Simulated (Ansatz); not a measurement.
Relaxed SrO (rock salt):

```xyz
4
Lattice="0.0000 5.1599 5.1599 2.5800 0.0000 2.5800 2.5800 2.5800 0.0000" Properties=species:S:1:pos:R:3 pbc="T T T"
O      0.0000     0.0000     0.0000
O      2.5800     5.1599     2.5800
Sr     2.5800     2.5800     2.5800
Sr     2.5800     5.1599     5.1599
```

The atoms are displaced by Q × the pattern below (from a DFPT mode at L = (0.5, 0.0, 0.0), largest move 1; Q in Å), at fixed cell. (q is in reciprocal vectors of the primitive cell; the cell shown is doubled to hold the pattern.)

```json
[
 {"atom": "Sr3", "x": "0.577", "y": "-0.577", "z": "-0.577"},
 {"atom": "Sr4", "x": "-0.577", "y": "0.577", "z": "0.577"}
]
```

Atoms not listed stay in place.

Level of theory: r2SCAN (plane waves to 500 eV, PAW, scalar-relativistic; Ansatz, a program for electronic structure). k mesh 11×11×11 (Γ-centred), Fermi-Dirac smearing 0.05 eV. Energies are smeared free energies. SrO was relaxed with its symmetry unable to fall. The zero of ΔE is the undisplaced structure.

| Q (Å) | ΔE (meV/cell) |
|---|---|
| -0.280 | 1310 |
| -0.187 | 589 |
| -0.093 | 148 |
| 0.000 | 0 |
| 0.093 | 148 |
| 0.187 | 589 |
| 0.280 | 1310 |

Task: Which DFPT wavenumber at L = (0.5, 0.0, 0.0) belongs to this mode?
A) 230 cm⁻¹
B) 276 cm⁻¹
C) 433 cm⁻¹
D) 107 cm⁻¹

Result: A, 230 cm⁻¹. The curvature of the scan gives 230 cm⁻¹

(A displaced cell: forces are minus the slopes of the energy, force constants its curvatures, and phonons follow from these.)
